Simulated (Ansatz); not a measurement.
Ta₂O₅:
```cif
data_O10Ta4
_chemical_formula_sum 'Ta4 O10'
_space_group_name_H-M_alt 'Pbam'
_space_group_IT_number 55
_space_group_name_Hall '-P 2 2ab'
_cell_length_a 6.21081
_cell_length_b 7.32747
_cell_length_c 3.78799
_cell_angle_alpha 90.000
_cell_angle_beta 90.000
_cell_angle_gamma 90.000
loop_
_space_group_symop_operation_xyz
  'x, y, z'
  '-x, -y, -z'
  '-x, -y, z'
  'x, y, -z'
  'x+1/2, -y+1/2, -z'
  '-x+1/2, y+1/2, z'
  '-x+1/2, y+1/2, -z'
  'x+1/2, -y+1/2, z'
loop_
_atom_site_label
_atom_site_type_symbol
_atom_site_symmetry_multiplicity
_atom_site_Wyckoff_symbol
_atom_site_fract_x
_atom_site_fract_y
_atom_site_fract_z
_atom_site_occupancy
Ta1 Ta 4 g 0.22449 0.38096 0.00000 1
O1 O 4 h 0.19844 0.34336 0.50000 1
O2 O 2 a 0.00000 0.00000 0.00000 1
O3 O 4 g 0.38955 0.14012 0.00000 1
```

Relaxed at zero pressure with r²SCAN (plane waves, PAW; program Ansatz).

**Question.** The volume is lowered by 9 % and shape and atoms relax at that volume. What pressure results, and how do the axes share the change?

**Answer.** 21.2 GPa; a -1.9 %, b -3.4 %, c -3.9 %; the energy rises by 70 meV/atom.

**Question.** Give the new structure.

**Answer.** 
Space group Pbam (No. 55); a = 6.0901 Å, b = 7.0791 Å, c = 3.6387 Å, α = β = γ = 90.00°

```
atom  site  symmetry       x       y       z
----  ----  --------  ------  ------  ------
Ta      4g       ..m  0.2217  0.3746  0.0000
O       4h       ..m  0.1817  0.3159  0.5000
O       2a     ..2/m  0.0000  0.0000  0.0000
O       4g       ..m  0.3895  0.1360  0.0000
```

The phase is kept; no other phase was compared at this pressure.

The first step of the workflow began from a Materials Project structure, measured or hypothetical; the Crystallography Open Database copy checked does not list it. COD files the formula under space group No. 49. Whether it is the stable phase at ambient conditions was not checked. The cell was relaxed with r²SCAN under the symmetry of its start; whether a distortion lowers the energy is not shown. No spin polarisation was allowed. Scalar-relativistic: spin–orbit coupling is off unless named, which matters more the heavier the elements.

Potentials: the later of the program's two PAW sets.
